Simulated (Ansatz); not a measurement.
## Cs₂ZrS₆ in Ansatz, settings compared

Run with:

```bash
ansatz run input.yaml --threads 1 --pin off --max-ram 2560MiB --backend cpu --events-out ev --progress --plain --runs-dir out
```

input.yaml:

```yaml
crystal:
  lattice:
    - [3.542401, 6.135616, 0.0]
    - [-3.542401, 6.135616, 0.0]
    - [0.0, 0.0, 5.53742]
  atoms:
    - { symbol: Zr, position: [0.0, 0.0, 0.0] }
    - { symbol: S, position: [0.16, 0.68, 0.198] }
    - { symbol: S, position: [0.16, 0.16, 0.198] }
    - { symbol: S, position: [0.68, 0.16, 0.198] }
    - { symbol: S, position: [0.84, 0.32, 0.802] }
    - { symbol: S, position: [0.32, 0.84, 0.802] }
    - { symbol: S, position: [0.84, 0.84, 0.802] }
    - { symbol: Cs, position: [0.3333, 0.3334, 0.692] }
    - { symbol: Cs, position: [0.6667, 0.6666, 0.308] }
  symmetry: { tolerance: 0.0003 }
kpoints:
  mp_grid: { grid: [3, 3, 3], shift: [0, 0, 0] }
magnetization:
  spin_polarized: false
scf:
  occupations: { method: fermi_dirac }
hamiltonian:
  pseudopotentials: { kind: paw }
  xc: pbe
basis:
  ecutwfc: 420
output:
  forces: true
  stress: true
  eigenvalues: true
```

Origin of the cell: a known structure type with other elements, at an estimated volume, so it need not be a known compound.

The smearing width isn't typed, so it takes its default of 0.1 eV.

Output of this run (shortened):

```
SCF iter   1: F=—  HF=-20937.994150 eV  Δρ=2.87e-3  dr2=1.60e-2  defer=4
SCF iter   2: F=—  HF=-20937.991078 eV  Δρ=1.47e-3  dr2=4.85e-3  defer=6
SCF iter   3: F=—  HF=-20937.991336 eV  Δρ=2.52e-4  dr2=2.31e-4  defer=6
SCF iter   4: F=—  HF=-20937.991428 eV  Δρ=8.84e-5  dr2=4.17e-5  defer=6
SCF iter   5: F=—  HF=-20937.991768 eV  Δρ=3.10e-5  dr2=5.50e-6  defer=6
SCF iter   6: F=—  HF=-20937.991770 eV  Δρ=8.01e-6  dr2=3.63e-7  defer=6
SCF iter   7: F=-20937.991770 eV  HF=-20937.991770 eV  Δρ=2.78e-6  dr2=4.52e-8
SCF 1 converged in 7 iterations: F = -20937.991770 eV  dr2 = 4.52e-8
SCF converged after 7 iterations
Free energy (F): -20937.991770 eV
Harris-Foulkes:  -20937.991770 eV  (|F-HF|=1.09e-8)
Internal energy: -20937.571107 eV  (E = F + TS)
E sigma→0 (E₀):  -20937.781438 eV
Entropy (-TS):   -0.420663 eV (-46.740 meV/atom)
Fermi energy:    5.469812 eV
--- Per-component energies (eV) ---
  E_band       = -252.459710
  E_kinetic    = 1279.784189
  E_local      = -2587.301570  (includes V_loc(G=0)·N_el)
  E_nonlocal   = 313.167381
  E_hartree    = 933.886955
  E_xc         = -1097.425214
  E_vxc        = -974.070174  (∫ρ·V_xc dr)
  E_paw        = -16689.606239  (= ΣΔE_a)
  E_vpaw       = -151.814327  (= ΣTr[D̂ρ^β])
  E_aug_tail   = 0.000031  (compensation charges beyond the density's cutoff)
  E_ewald      = -3090.076640
  E_smearing   = -0.420663  (= −TS)
  Σ components = -20937.991770   (vs F -20937.991770, Δ=0.00e0)
--- Forces (eV/Å), atoms counted from 1 ---
  atom   1  Zr    -0.000000     0.000000     0.000000
  atom   2  S      3.008566    -1.736996     2.331305
  atom   3  S      0.000000     3.473992     2.331305
  atom   4  S     -3.008566    -1.736996     2.331305
  atom   5  S     -3.008566     1.736996    -2.331305
  atom   6  S      3.008566     1.736996    -2.331305
  atom   7  S     -0.000000    -3.473992    -2.331305
  atom   8  Cs     0.000000    -0.000000     0.080969
  atom   9  Cs    -0.000000     0.000000    -0.080969
  max |Σ_I F_I| component: 4.44e-16 eV/Å
--- Stress (GPa, compression-positive) ---
       15.401708      -0.000000       0.000000
        0.000000      15.401708      -0.000000
        0.000000      -0.000000      11.059043
  P = ⅓ Tr σ = 13.9542 GPa (139.542 kbar)
```

The same input was run again with these changes:

1. `total_charge` default → -1; `scf.lower_state_search` default → light
2. `basis.ecutwfc` 420 → "550 eV"; `basis.xc_grid` default → 1; `accuracy` default → medium
3. `kpoints.mp_grid.shift` [0, 0, 0] → [0.5, 0.5, 0.5]; `crystal.symmetry` { tolerance: 0.0003 } → { detect: false }

| run | end | SCF iterations | P (GPa) | max force component (eV/Å) | gap on mesh (eV) | moment (μB) | ΔE(σ→0) (meV/atom) |
| --- | --- | --- | --- | --- | --- | --- | --- |
| base | converged | 7 | 13.95 | 3.474 | none | – | 0 |
| 1 | converged | 8 | – | 3.657 | – | – | – |
| 2 | converged | 7 | 13.95 | 3.473 | none | – | -0.39 |
| 3 | converged | 8 | 14.25 | 3.516 | none | – | 12.60 |

Energies are compared only where functional, datasets, charge and starting cell are the same.

Caveats of the base run: no moments, though an odd count or open d shells may carry them; the k mesh is coarse if the cell is a metal.

Run 1: charged cell with a uniform background, whose pressure depends on convention.

Time of the base run: 4.5 s of wall time on 1 CPU thread(s) of a shared host, from the program's own first density.
